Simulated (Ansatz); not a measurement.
E(M) for CoMo (P-6m2)

Geometry: a structure from the Materials Project; nothing is relaxed.

The runs share LDA, 14×14×8 k mesh, Fermi–Dirac smearing of 0.05 eV. PAW means Ansatz 0.2.0 on its default frozen-core files; LAPW is all-electron LAPW in Ansatz 0.2.0. Site moments are integrated in spheres about the atoms, whose radii differ between the methods.

The reference run was typed so:

```yaml
crystal:
  lattice:
    - [2.6949279053, 0.0, 0.0]
    - [-1.3474639526, 2.3338760273, 0.0]
    - [0.0, 0.0, 4.183618]
  atoms:
    - { symbol: Co, position: [0.6666666667, 0.3333333333, 0.5], spin: 2.0 }
    - { symbol: Mo, position: [0.3333333333, 0.6666666667, 0.0] }
magnetization:
  spin_polarized: true
kpoints:
  mp_grid: { grid: [14, 14, 8] }
scf:
  occupations: { method: fermi_dirac, width: 0.05 }
  lower_state_search: "off"
hamiltonian:
  xc: lda
  pseudopotentials: { kind: paw }
output:
  forces: true
  stress: true
  eigenvalues: true
  populations: true
  dos: { projected: true, de: 0.1, e_range: [-8, 5] }
  write_density: true
  write_potential: true
  elf: true
  volumetric_format: npy
```

Command: `ansatz run input.yaml --threads 1 --pin off --max-ram 3072MiB --backend cpu --events-out ev --progress --plain --runs-dir out`

The input for «total moment held at 0.53 μB» by PAW differs from it in these lines, output keys apart:

```diff
-    - { symbol: Co, position: [0.6666666667, 0.3333333333, 0.5], spin: 2.0 }
+    - { symbol: Co, position: [0.6666666667, 0.3333333333, 0.5], spin: 0.53 }
+  initial_magnetization: 0.53
+  spin_locking: { lock_magnetization: hard }
```

The input for «total moment held at 0.1 μB» by LAPW differs from it in these lines, output keys apart:

```diff
-    - { symbol: Co, position: [0.6666666667, 0.3333333333, 0.5], spin: 2.0 }
+    - { symbol: Co, position: [0.6666666667, 0.3333333333, 0.5], spin: 0.1 }
+  initial_magnetization: 0.1
+  spin_locking: { lock_magnetization: hard }
-  pseudopotentials: { kind: paw }
+  pseudopotentials: { kind: all_electron, lapw: { basis_error: 0.001 } }
```

The total moment M of the cell is held by giving each spin its own Fermi level. Half their difference over μB is the field that would hold M, so μB·B = dF/dM. Energies count from each method's free run. The held moment starts on the atoms that carry the free run's moments.

The free PAW run: Site moments (μB): Co1 0.44, Mo2 -0.03. Cell moment 0.39 μB.

```
M (μB/cell)  ΔF PAW (meV/cell)  ΔF LAPW (meV/cell)  B, PAW (T)  largest site moment, PAW (μB)  pressure, PAW (GPa)
       0.00               +2.6                +2.7           –                           0.00                -13.5
       0.10               +2.3                +2.4        -106                           0.12                -13.4
       0.20               +1.5                   –        -162                           0.24                -13.3
       0.27               +0.8                +0.8        -170                           0.32                -13.3
       0.33               +0.3                +0.2        -127                           0.38                -13.2
       0.43               +0.1                +0.2        +137                           0.48                -13.0
       0.47               +0.7                   –        +309                           0.51                -12.9
       0.53               +2.2                   –        +601                           0.56                -12.8
```

Against an unpolarised PAW run, spin polarisation gains 1.3 meV per atom; the pressure goes from -13.5 to -13.1 GPa.

Problem. Fit ΔF = E₀ + a₂M² + a₄M⁴ to the PAW points up to M = 0.53 μB, leaving out M = 0.10. What does the fit give, and how well does it predict the point left out?

Solution. E₀ = +2.7 meV, a₂ = -35.36 meV/μB², a₄ = +119.932 meV/μB⁴, with a worst miss of 0.1 meV. At M = 0.10 it gives +2.3 meV against the computed +2.3. Since a₂ < 0 the minimum lies at M₀ = √(−a₂/2a₄) = 0.38 μB, against 0.39 μB from the free run.

Separate runs put a uniform field on the spins (g = 2):

| field (T) | M PAW (μB/cell) | M LAPW (μB/cell) |
| --- | --- | --- |
| 300 | 0.468 | 0.466 |
| 600 | 0.530 | 0.528 |

The rows needn't lie on one branch: at M = 0 the run is unmagnetised, so slopes across such rows needn't follow B.

The PAW files were made with PBE; the program remakes their cores once for the run's functional and then keeps them frozen. The Ansatz runs typed with the search for lower states off end where their start leads. The magnetic state is the one that this cell and start allow. It needn't be the compound's measured order, which may need a larger cell or be absent.
